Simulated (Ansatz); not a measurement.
MoS₂:
```
CELL_PARAMETERS angstrom
      1.57655     0.91022     5.99814
     -1.57655     0.91022     5.99814
      0.00000    -1.82044     5.99814
ATOMIC_POSITIONS crystal
  Mo 0.99976 0.99976 0.99976
  S  0.42002 0.42002 0.42002
  S  0.24624 0.24624 0.24624
```

Cartesian axes are those of the cell as given.

Problem. Give the high-frequency dielectric tensor and the Born effective charge tensors of the independent atoms from DFPT, PBE+D3(BJ) in the plane-wave PAW code Ansatz.

Solution. 
ε∞:
```
15.8  0.00  0.00
0.00  15.8  0.00
0.00  0.00  7.52
```
Z* of atom 1 (Mo), rows: field, columns: displacement, in e:
```
-1.00   0.00   0.00
 0.00  -1.00   0.00
 0.00   0.00  -0.80
```
Z* of atom 2 (S), rows: field, columns: displacement, in e:
```
0.48  0.00  0.00
0.00  0.48  0.00
0.00  0.00  0.34
```
Z* of atom 3 (S), rows: field, columns: displacement, in e:
```
0.51  0.00  0.00
0.00  0.51  0.00
0.00  0.00  0.47
```

Static charges for comparison (Bader): Mo1 +1.22, S2 -0.61, S3 -0.61 e. Born charges measure polarisation by displacement and can exceed these by far.

Space group R3m. Symmetry was held in the PBE+D3(BJ) relaxation; of distortions, only those at the zone centre were tested. The run is not spin-polarised. Scalar-relativistic: spin–orbit coupling is off unless named, which matters more the heavier the elements.

Potentials: the later of the program's two PAW sets.
